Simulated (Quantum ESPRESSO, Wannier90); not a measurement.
GeSe2 (I-42d), plane waves to Wannier functions

Cell from Materials Project (mp-10074), symmetrised, no further relaxation. Not found in the COD (Crystallography Open Database) copy used; not checked further. Level: PBEsol, no spin polarisation, no spin-orbit coupling; pw.x of Quantum ESPRESSO at 69 Ry with PseudoDojo potentials, 4×4×4 k-points, Wannier90. Density: 6×6×6 mesh, cold smearing 0.01 Ry. Spin-orbit coupling, left out, would split the p-like bands by a few tenths of an eV.

```
begin unit_cell_cart
ang
    5.9366300000    0.0000000000    0.0000000000
    0.0000000000    5.9366300000    0.0000000000
   -2.9683150000   -2.9683150000    4.7856550000
end unit_cell_cart
mp_grid = 4 4 4
```

**Question.** Which shells of neighbouring k-points and which b-vectors and weights does Wannier90 pick for this cell and mesh?

**Answer.** 
```
 *---------------------------------- K-MESH ----------------------------------*
 +----------------------------------------------------------------------------+
 |                    Distance to Nearest-Neighbour Shells                    |
 |                    ------------------------------------                    |
 |          Shell             Distance (Ang^-1)          Multiplicity         |
 |          -----             -----------------          ------------         |
 |             1                   0.311358                      8            |
 |             2                   0.328230                      2            |
 |             3                   0.374192                      4            |
 |             4                   0.497750                      8            |
 |             5                   0.529188                      4            |
 |             6                   0.558940                      8            |
 |             7                   0.613990                     16            |
 |             8                   0.622716                      8            |
       ... (lines left out)
 +----------------------------------------------------------------------------+
 | The b-vectors are chosen automatically                                     |
 | The following shells are used:                       1,  2                 |
 +----------------------------------------------------------------------------+
 |                        Shell   # Nearest-Neighbours                        |
 |                        -----   --------------------                        |
 |                          1               8                                 |
 |                          2               2                                 |
 +----------------------------------------------------------------------------+
 | Completeness relation is fully satisfied [Eq. (B1), PRB 56, 12847 (1997)]  |
 +----------------------------------------------------------------------------+
 |                  b_k Vectors (Ang^-1) and Weights (Ang^2)                  |
 |                  ----------------------------------------                  |
 |            No.         b_k(x)      b_k(y)      b_k(z)        w_b           |
 |            ---        --------------------------------     --------        |
 |             1         0.000000    0.264594    0.164115     3.570921        |
 |             2         0.264594    0.000000    0.164115     3.570921        |
 |             3         0.000000   -0.264594   -0.164115     3.570921        |
 |             4         0.000000   -0.264594    0.164115     3.570921        |
 |             5        -0.264594    0.000000   -0.164115     3.570921        |
 |             6        -0.264594    0.000000    0.164115     3.570921        |
 |             7         0.000000    0.264594   -0.164115     3.570921        |
 |             8         0.264594    0.000000   -0.164115     3.570921        |
 |             9         0.000000    0.000000    0.328230     1.070095        |
 |            10         0.000000    0.000000   -0.328230     1.070095        |
```
